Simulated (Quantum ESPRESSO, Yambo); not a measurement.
**Levels of theory for the gap of K$_{3}$CoF$_{6}$**

K3CoF6 (space group Fm-3m, No. 225): one geometry, one set of PBEsol (pw.x of Quantum ESPRESSO, ONCV potentials, without SOC) orbitals, self-energies from Yambo (2×2×2 Γ-centred k mesh, bands 5 to 303 and a 8 Ry block in the screening, 303 bands in G with the Bruneval-Gonze terminator, plasmon pole fitted at 27.2 eV).

The geometry is that of Materials Project entry mp-1111145, symmetrised and not relaxed again.

```json
[
 {"level": "PBEsol (Quantum ESPRESSO)", "gap X → X (eV)": "1.32", "rough Yambo cost": "–"},
 {"level": "exchange only (Hartree-Fock self-energy on PBEsol orbitals)", "gap X → X (eV)": "17.69", "rough Yambo cost": "about 1/9 (6 states)"},
 {"level": "static COHSEX@PBEsol", "gap X → X (eV)": "6.53", "rough Yambo cost": "within a factor of two (2 states)"},
 {"level": "G0W0@PBEsol, plasmon pole", "gap X → X (eV)": "5.16", "rough Yambo cost": "1 (6 states)"}
]
```

Bare exchange has no screening and gives the widest gap; static COHSEX screens it but leaves out the frequency dependence, which G0W0 restores.

Costs are rough ratios of core time on shared machines.

Nearest settings tried, and what they do to the gap: 3 Ry block (113 vectors against 459): +1002 meV. Not varied: bands in G, bands in W, mesh. So the settings aren't converged at that level. The k mesh is coarse.

The 3d shell has no Hubbard U; the runs are without spin polarisation, and magnetic order was not tried.

The structure is a Materials Project entry; no match was found in the copy of COD used, and its stability was not checked.
